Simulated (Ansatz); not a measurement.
BaTe2:
Space group I4/mcm (No. 140); a = 7.252 Å, b = 7.252 Å, c = 9.021 Å, α = 90.00°, β = 90.00°, γ = 90.00°

```json
[
 {"atom": "Ba", "site": "4a", "symmetry": "422", "x": "0.0000", "y": "0.0000", "z": "0.2500"},
 {"atom": "Te", "site": "8h", "symmetry": "m.2m", "x": "0.3638", "y": "0.1362", "z": "0.0000"}
]
```
(The calculation used a cell of 6 atoms; values per cell refer to that cell.)

Relaxed at zero pressure with plane-wave PAW r²SCAN (Ansatz code).

Task: The volume is lowered by 3 % and shape and atoms relax at that volume. What pressure results, and how do the axes share the change?

Result: 1.0 GPa; a -0.9 %, b -0.9 %, c -1.3 %; the energy rises by 4 meV/atom.

Task: Give the new structure.

Result: 
Space group I4/mcm (No. 140); a = b = 7.189 Å, c = 8.906 Å, α = β = γ = 90.00°

```
atom  site  symmetry       x       y       z
----  ----  --------  ------  ------  ------
Ba      4a       422  0.0000  0.0000  0.2500
Te      8h      m.2m  0.3631  0.1369  0.0000
```

The phase is kept; no other phase was compared at this pressure.

The first step of the workflow began from a Materials Project structure, measured or hypothetical; the Crystallography Open Database copy checked does not list it. Whether it is the stable phase at ambient conditions was not checked. Symmetry was held in the r²SCAN relaxation; its stability against distortions is not shown here. Spin–orbit coupling is left out wherever it is not named.

Potentials: the later of the program's two PAW sets.
